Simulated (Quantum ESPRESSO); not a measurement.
## Al2HfTi3InTa (input and log of a self-consistent run)

Computed values, not a measurement. The program is pw.x of Quantum ESPRESSO 7.5 (plane-wave density functional theory). The cell is made up: eight metal atoms on a face-centred cubic lattice, with elements, volume, strain and displacements drawn at random and not relaxed, so it may be unstable or far from any real phase. PseudoDojo standard norm-conserving files set the functional (PBE unless stated); there is no spin polarisation or spin-orbit coupling, the Fermi-Dirac width of 0.25 eV means electrons at about 2900 K, and the masses in the input are unused placeholders. Heavy elements are run without spin-orbit coupling, which real alloys of them have. A spin test at this wide smearing found no moment, but such smearing suppresses magnetism that the real alloy may have.

Input:

```
&control calculation='scf', pseudo_dir='./dojo.nc.sr.pbe.v0_5.standard.upf', outdir='./o', disk_io='minimal', tprnfor=.true., tstress=.true. /
&system ibrav=0, nat=8, ntyp=5, nbnd=54, ecutwfc=84.00895049, nosym=.true., tot_charge=0,
 occupations='smearing', smearing='fd', degauss=0.0183746611
/
&electrons conv_thr=1.470e-08, electron_maxstep=70, mixing_beta=0.5 /
ATOMIC_SPECIES
Al 1.0 Al.upf
Hf 1.0 Hf.upf
In 1.0 In.upf
Ta 1.0 Ta.upf
Ti 1.0 Ti.upf
CELL_PARAMETERS angstrom
0.0 -2.0996 -2.0996
2.0996 4.1993 -2.0996
8.3985 -4.1993 4.1993
ATOMIC_POSITIONS angstrom
Al -0.0119 -0.0165 -0.0055
Hf 4.2105 -2.0776 2.0746
Ti 4.2155 -0.0017 0.0289
Ti 8.4154 -2.1076 2.129
Al 2.1033 -2.0936 -0.005
Ti 6.309 -4.2154 2.0834
In 2.1098 0.04 -2.0751
Ta 6.2449 -2.1378 0.0276
K_POINTS automatic
8 5 3 1 1 1
```

The log is shortened where brackets say so; the opening notice, blank lines, dates and the lines on written files are dropped, and the path of the files is cut. It prints rydbergs, bohrs and kilobars, and counts compression as positive stress. Its total energy is the free energy E - TS of the whole cell.

```
     Program PWSCF v.7.5
     Parallel version (MPI & OpenMP), running on       4 processor cores
     Number of MPI processes:                 4
     Threads/MPI process:                     1
     [start-up lines left out]
     bravais-lattice index     =            0
     lattice parameter (alat)  =       5.6111  a.u.
     unit-cell volume          =     999.3967 (a.u.)^3
     number of atoms/cell      =            8
     number of atomic types    =            5
     number of electrons       =        80.00
     number of Kohn-Sham states=           54
     kinetic-energy cutoff     =      84.0090  Ry
     charge density cutoff     =     336.0358  Ry
     scf convergence threshold =      1.5E-08
     mixing beta               =       0.5000
     number of iterations used =            8  plain     mixing
     Exchange-correlation= PBE
                           (   1   4   3   4   0   0   0)
     [axes and pseudopotential details left out]
   Cartesian axes
     site n.     atom                  positions (alat units)
         1        Al     tau(   1) = (  -0.0040077  -0.0055569  -0.0018523  )
         2        Hf     tau(   2) = (   1.4180192  -0.6996976   0.6986872  )
         3        Ti     tau(   3) = (   1.4197031  -0.0005725   0.0097330  )
         4        Ti     tau(   4) = (   2.8341524  -0.7098010   0.7170082  )
         5        Al     tau(   5) = (   0.7083529  -0.7050861  -0.0016839  )
         6        Ti     tau(   6) = (   2.1247555  -1.4196694   0.7016509  )
         7        In     tau(   7) = (   0.7105420   0.0134713  -0.6988556  )
         8        Ta     tau(   8) = (   2.1031678  -0.7199718   0.0092952  )
     number of k points=    60  Fermi-Dirac smearing, width (Ry)=  0.0184
                       cart. coord. in units 2pi/alat
        k(    1) = (   0.0905980  -0.0125215  -0.0758669), wk =   0.0333333
        k(    2) = (  -0.0861768   0.0464025  -0.1347909), wk =   0.0333333
     [further k points left out]
     Dense  grid:   103999 G-vectors     FFT dimensions: (  36,  60, 120)
     Estimated max dynamical RAM per process >     340.33 MB
     Estimated total dynamical RAM >       1.26 GB
     Initial potential from superposition of free atoms
     starting charge      79.9837, renormalised to      80.0000
     Starting wfcs are   67 randomized atomic wfcs
     total cpu time spent up to now is        5.9 secs
     per-process dynamical memory:   261.3 Mb
     Self-consistent Calculation
     iteration #  1     ecut=    84.01 Ry     beta= 0.50
     Davidson diagonalization with overlap
     ethr =  1.00E-02,  avg # of iterations =  2.2
     total cpu time spent up to now is       17.3 secs
     total energy              =    -740.91481435 Ry
     estimated scf accuracy    <       0.81894579 Ry
     iteration #  2     ecut=    84.01 Ry     beta= 0.50
     Davidson diagonalization with overlap
     ethr =  1.02E-03,  avg # of iterations =  7.3
     total cpu time spent up to now is       35.7 secs
     total energy              =    -739.24908888 Ry
     estimated scf accuracy    <      39.19349050 Ry
     iteration #  3     ecut=    84.01 Ry     beta= 0.50
     Davidson diagonalization with overlap
     ethr =  1.02E-03,  avg # of iterations =  8.4
     total cpu time spent up to now is       52.9 secs
     total energy              =    -741.29129240 Ry
     estimated scf accuracy    <       1.57840967 Ry
     iteration #  4     ecut=    84.01 Ry     beta= 0.50
     Davidson diagonalization with overlap
     ethr =  1.02E-03,  avg # of iterations =  2.2
     total cpu time spent up to now is       63.5 secs
     total energy              =    -741.31471323 Ry
     estimated scf accuracy    <       2.28145855 Ry
     iteration #  5     ecut=    84.01 Ry     beta= 0.50
     Davidson diagonalization with overlap
     ethr =  1.02E-03,  avg # of iterations =  1.2
     total cpu time spent up to now is       73.7 secs
     total energy              =    -741.39518025 Ry
     estimated scf accuracy    <       0.14591048 Ry
     [iterations 6 to 13 left out]
     iteration # 14     ecut=    84.01 Ry     beta= 0.50
     Davidson diagonalization with overlap
     ethr =  1.12E-08,  avg # of iterations =  3.0
     total cpu time spent up to now is      190.0 secs
     total energy              =    -741.41222399 Ry
     estimated scf accuracy    <       0.00008604 Ry
     iteration # 15     ecut=    84.01 Ry     beta= 0.50
     Davidson diagonalization with overlap
     ethr =  1.12E-08,  avg # of iterations =  1.9
     total cpu time spent up to now is      200.3 secs
     total energy              =    -741.41222686 Ry
     estimated scf accuracy    <       0.00000286 Ry
     iteration # 16     ecut=    84.01 Ry     beta= 0.50
     Davidson diagonalization with overlap
     ethr =  3.58E-09,  avg # of iterations =  1.9
     total cpu time spent up to now is      211.1 secs
     total energy              =    -741.41222702 Ry
     estimated scf accuracy    <       0.00000012 Ry
     iteration # 17     ecut=    84.01 Ry     beta= 0.50
     Davidson diagonalization with overlap
     ethr =  1.46E-10,  avg # of iterations =  6.5
     total cpu time spent up to now is      225.5 secs
     total energy              =    -741.41222705 Ry
     estimated scf accuracy    <       0.00000028 Ry
     iteration # 18     ecut=    84.01 Ry     beta= 0.50
     Davidson diagonalization with overlap
     ethr =  1.46E-10,  avg # of iterations =  2.1
     total cpu time spent up to now is      235.6 secs
     End of self-consistent calculation
     [lines on levels left out]
!    total energy              =    -741.41222707 Ry
     estimated scf accuracy    <       0.00000001 Ry
     smearing contrib. (-TS)   =      -0.12551138 Ry
     internal energy E=F+TS    =    -741.28671568 Ry
     The total energy is F=E-TS. E is the sum of the following terms:
     one-electron contribution =    -302.68275773 Ry
     hartree contribution      =     185.24156155 Ry
     xc contribution           =    -154.95720532 Ry
     ewald contribution        =    -468.88831418 Ry
     convergence has been achieved in  18 iterations
     Forces acting on atoms (cartesian axes, Ry/au):
     atom    1 type  1   force =    -0.02284867    0.00380236   -0.00120378
     atom    2 type  2   force =    -0.03223811   -0.00945937    0.00896318
     atom    3 type  5   force =    -0.01337769   -0.00525237    0.00392779
     atom    4 type  5   force =    -0.01295892    0.01308285   -0.01448860
     atom    5 type  1   force =     0.01169364    0.00552710   -0.00380260
     atom    6 type  5   force =     0.02110437   -0.01549679    0.01764032
     atom    7 type  3   force =     0.00180203   -0.00698794    0.00142835
     atom    8 type  4   force =     0.04682334    0.01478416   -0.01246466
     Total force =     0.079480     Total SCF correction =     0.000457
     Computing stress (Cartesian axis) and pressure
          total   stress  (Ry/bohr**3)                   (kbar)     P=       19.70
   0.00014836   0.00013023  -0.00012448           21.82       19.16      -18.31
   0.00013023   0.00012969   0.00002888           19.16       19.08        4.25
  -0.00012448   0.00002888   0.00012378          -18.31        4.25       18.21
     init_run     :      5.42s CPU      5.68s WALL (       1 calls)
     electrons    :    227.84s CPU    229.73s WALL (       1 calls)
     forces       :      2.07s CPU      2.10s WALL (       1 calls)
     stress       :      7.18s CPU      7.40s WALL (       1 calls)
     [timing details left out]
     PWSCF        :   4m 2.74s CPU   4m 5.17s WALL
     JOB DONE.
```

In other units: free energy -10087.427 eV for the cell, pressure 1.97 GPa, largest force component 1.204 eV/Å in size. The run took 247 s of wall time with four MPI processes on a shared machine (Intel Xeon, 2023 or later, virtual cores), so the time is rough. A rerun of this cell at a higher cutoff and on a denser mesh moved values by no more than 0.002 eV in energy, 0.06 GPa in stress and 0.003 eV/Å in force, and a second program with other atomic files agreed on that cell to 2 % rms in force and 0.5 GPa in pressure.